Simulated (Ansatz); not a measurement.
Computed with Ansatz 0.2.0, DFT PBE, scalar-relativistic, plane waves, PAW. Settings: cutoff 420 eV, Γ-centred meshes spaced at most about 0.3 Å⁻¹, and about 0.25 Å⁻¹ or finer for metals (2π included), Gaussian smearing. No spin polarisation in the final relaxations.

All energies are static (0 K, no zero-point motion). All come from trial cells, and lower structures may exist.

Question: Order these relaxed structures of Bi2Te2O by energy, lowest first, with the energy over the lowest of them.
A.

```
CELL_PARAMETERS angstrom
-3.06054 3.06054 5.82339
3.06054 -3.06054 5.82339
3.06054 3.06054 -5.82339
ATOMIC_POSITIONS crystal
Bi 0.17769 0.17769 0.00000
Bi 0.82231 0.82231 0.00000
Te 0.75000 0.25000 0.50000
Te 0.25000 0.75000 0.50000
O 0.00000 0.00000 0.00000
```

B.

```
CELL_PARAMETERS angstrom
3.46208 0.00000 0.00000
-1.73104 2.99825 0.00000
0.00000 0.00000 13.92537
ATOMIC_POSITIONS crystal
Bi 0.00000 0.00000 0.64959
Bi 0.00000 0.00000 0.35041
Te 0.00000 0.00000 0.89655
Te 0.00000 0.00000 0.10345
O 0.00000 0.00000 0.50000
```

C.

```
CELL_PARAMETERS angstrom
4.07200 0.00000 0.00000
-2.03600 3.52646 0.00000
0.00000 0.00000 9.69535
ATOMIC_POSITIONS crystal
Bi 0.33333 0.66667 0.66639
Bi 0.66667 0.33333 0.33361
Te 0.33333 0.66667 0.14313
Te 0.66667 0.33333 0.85687
O 0.00000 0.00000 0.00000
```

D.

```
CELL_PARAMETERS angstrom
6.63523 0.00000 0.00000
0.00000 6.63523 0.00000
0.00000 0.00000 6.41567
ATOMIC_POSITIONS crystal
Bi 0.31446 0.81446 0.00000
Bi 0.68554 0.18554 0.00000
Bi 0.81446 0.68554 0.00000
Bi 0.18554 0.31446 0.00000
Te 0.65534 0.15534 0.50000
Te 0.34466 0.84466 0.50000
Te 0.15534 0.34466 0.50000
Te 0.84466 0.65534 0.50000
O 0.50000 0.50000 0.00000
O 0.00000 0.00000 0.00000
```

Answer: A (0 meV/atom), D (159 meV/atom), B (286 meV/atom), C (362 meV/atom). Forms: A I4/mmm; D P4/mbm; B P6/mmm; C P-3m1. Counting O or Te atoms around Bi (for each partner element, those within 1.25 times its shortest distance or 1.15 times the sum of covalent radii, where it is the nearest in units of that sum or under 1.3; a plus sign parts groups by distance over the sum of covalent radii): A has Bi 1+4; D has Bi 4; B has Bi 1+1; C has Bi 3. D holds Te–Te pairs (shortest 2.92 Å); B holds Te–Te pairs (shortest 2.88 Å) (bonds between like non-metal atoms; other contacts aren't counted).

Weakly bound directions are ill-defined at this level, which has no dispersion term (P-3m1), and this can change margins and order among such cells. These runs have no spin–orbit coupling, which can matter for Bi and Te. Cells relaxed within their symmetry can be saddle points. Some types were kept out of the candidates beforehand, so the set may lack a known form.
